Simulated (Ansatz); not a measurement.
## CsPbCl3 (cubic perovskite), map of one atom of the cell

CsPbCl₃ (cubic perovskite)

```
CELL_PARAMETERS angstrom
      5.67350     0.00000     0.00000
      0.00000     5.67350     0.00000
      0.00000     0.00000     5.67350
ATOMIC_POSITIONS crystal
  Cs 0.00000 0.00000 0.00000
  Pb 0.50000 0.50000 0.50000
  Cl 0.00000 0.50000 0.50000
  Cl 0.50000 0.50000 0.00000
  Cl 0.50000 0.00000 0.50000
```

In this cell atom 4 (Cl, nearest neighbour Pb at 2.837 Å; its periodic images, 5.7 Å or more away, move with it) is moved by u·(1.000, 0.000, 0.000) + v·(0.000, 1.000, 0.000); the rest is frozen.

The numbers are results of r2SCAN (plane waves to 500 eV, PAW, scalar-relativistic; Ansatz, a first-principles code), not measurements. k mesh 5×5×5 (Γ-centred), Fermi-Dirac smearing 0.05 eV. The energy includes the smearing's −TS. Fu and Fv are the components of the force on the atom. CsPbCl3 was relaxed with its symmetry unable to fall. Spin-orbit coupling is left out, though Pb is heavy. This is a high-temperature form of CsPbCl3. The zero of ΔE is the undisplaced structure. Axes are in Å.

ΔE (meV/cell), with u across and v down:

```csv
v \ u,-0.940,-0.627,-0.313,0.000,0.313,0.627,0.940
-0.940,1137,560,294,220,294,560,1137
-0.627,560,246,106,69,106,246,560
-0.313,294,106,30,12,30,106,294
0.000,220,69,12,0,12,69,220
0.313,294,106,30,12,30,106,294
0.627,560,246,106,69,106,246,560
0.940,1137,560,294,220,294,560,1137
```

Fu (eV/Å), with u across and v down:

```
v \ u   -0.940  -0.627  -0.313  0.000  0.313  0.627  0.940
------  ------  ------  ------  -----  -----  -----  -----
-0.940    2.51    1.27    0.50   0.00  -0.50  -1.27  -2.51
-0.627    1.37    0.68    0.25   0.00  -0.25  -0.68  -1.37
-0.313    0.85    0.39    0.13   0.00  -0.13  -0.39  -0.85
0.000     0.70    0.30    0.09   0.00  -0.09  -0.30  -0.70
0.313     0.85    0.39    0.13   0.00  -0.13  -0.39  -0.85
0.627     1.37    0.68    0.25   0.00  -0.25  -0.68  -1.37
0.940     2.51    1.27    0.50   0.00  -0.50  -1.27  -2.51
```

What the scan shows:

Lowest place on the grid: u = 0.000 Å, v = 0.000 Å (0 meV/cell). Highest place on the grid, met at several equal points: u = -0.940 Å, v = -0.940 Å; u = 0.940 Å, v = -0.940 Å; u = -0.940 Å, v = 0.940 Å; u = 0.940 Å, v = 0.940 Å (1137 meV/cell).

The 49 points together took about 30 core-minutes (a rough figure).

(A displaced cell: forces are minus the slopes of the energy, force constants its curvatures, and phonons follow from these.)
